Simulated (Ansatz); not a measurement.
**CdSe (wurtzite), map of one atom of the cell**

Starting cell, CdSe (wurtzite):

```
CdSe
1.0
    4.38272     0.00000     0.00000
   -2.19136     3.79554     0.00000
    0.00000     0.00000     7.15447
Cd Se
2 2
Direct
  0.66667   0.33333   0.00047
  0.33333   0.66667   0.50047
  0.66667   0.33333   0.62473
  0.33333   0.66667   0.12473
```

Two-dimensional scan of atom 4 (Se, nearest neighbour Cd at 2.682 Å; its periodic images, 4.4 Å or more away, move with it): u runs along (1.000, 0.000, 0.000), v along (0.000, 1.000, 0.000) (Cartesian). Cell and other atoms are fixed.

Level of theory: PBE (plane waves to 420 eV, PAW, scalar-relativistic; Ansatz, a first-principles code). k mesh 7×7×4 (Γ-centred), Fermi-Dirac smearing 0.05 eV. The energy includes the smearing's −TS. Stress and pressure are positive under compression. Points where atoms come too close for the PAW data are left out (x in tables, blank in figures). CdSe was relaxed with its symmetry unable to fall. The zero of ΔE is the undisplaced structure. Axes are in Å.

ΔE (meV/cell), with u across and v down:

| v \ u | -0.890 | -0.445 | 0.000 | 0.445 | 0.890 |
|---|---|---|---|---|---|
| -0.890 | x | 3016 | 792 | 3016 | x |
| -0.445 | x | 1608 | 302 | 1608 | x |
| 0.000 | 2673 | 508 | 0 | 508 | 2673 |
| 0.445 | 919 | 683 | 723 | 683 | 919 |
| 0.890 | 2283 | x | x | x | 2283 |

P (GPa), with u across and v down:

| v \ u | -0.890 | -0.445 | 0.000 | 0.445 | 0.890 |
|---|---|---|---|---|---|
| -0.890 | x | 10.0 | 2.8 | 10.0 | x |
| -0.445 | x | 5.6 | 1.1 | 5.6 | x |
| 0.000 | 9.0 | 1.9 | 0.0 | 1.9 | 9.0 |
| 0.445 | 3.2 | 2.5 | 2.6 | 2.5 | 3.2 |
| 0.890 | 7.5 | x | x | x | 7.5 |

Key numbers:

Lowest place on the grid: u = 0.000 Å, v = 0.000 Å (0 meV/cell)

(For displaced atoms, the force is minus the slope of the energy, and its curvature is a force constant, which sets phonon frequencies.)
